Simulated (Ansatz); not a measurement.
**What DFT gives for Ni$_{2}$Sn$_{2}$Au**

```yaml
crystal:
  lattice:
    - [0.00000, 4.23440, 0.00000]
    - [4.23440, 0.00000, 0.00000]
    - [2.11720, 2.11720, -4.85741]
  atoms:
    - { symbol: Sn, position: [0.38000, 0.38000, 0.24000] }
    - { symbol: Sn, position: [0.62000, 0.62000, 0.76000] }
    - { symbol: Au, position: [0.00000, 0.00000, 0.00000] }
    - { symbol: Ni, position: [0.75000, 0.25000, 0.50000] }
    - { symbol: Ni, position: [0.25000, 0.75000, 0.50000] }
```

Single point in Ansatz 0.2.0 with PBE, no spin polarisation. Cutoff 420 eV, PAW datasets, 9×9×9 Γ-centred k mesh, fermi-dirac filling (width 0.0264 eV).

(1) Describe some of the short contacts.

(2) Which atom feels the largest force, and which way?

(3) Which element gives electrons and which takes them?

(4) What happens at the Fermi level?

Origin: a known structure type with other elements, at an estimated volume, so it need not be a known compound. Caveats: no spin polarisation, so a magnetic state may lie lower; atoms or cell far from equilibrium.

Results:

(1) Sn–Sn at 2.33 Å: least valence density 0.70 e/Å³ and ELF 0.47 there. Sn–Ni at 2.47 Å: least valence density 0.42 e/Å³ and ELF 0.35 there. Au–Sn at 3.21 Å: least valence density 0.17 e/Å³ and ELF 0.21 there. Both are smooth PAW fields, read partly inside the augmentation spheres.

(2) The largest is on Sn1 (and as large on other atoms): 5.20 eV/Å, components (0.00, 0.00, -5.20). It makes 180° with the line to a nearest neighbour, Sn2 at 2.33 Å, pointing away from it.

(3) Bader charges in e: Ni -0.20, Sn +0.37, Au -0.34. In the mean Sn gives up most and Au takes most.

(4) It is a metal, with about 2.5 states/eV a cell as the mean within 0.25 eV of the Fermi level, mostly Ni d (40 %) and Sn p (27 %).
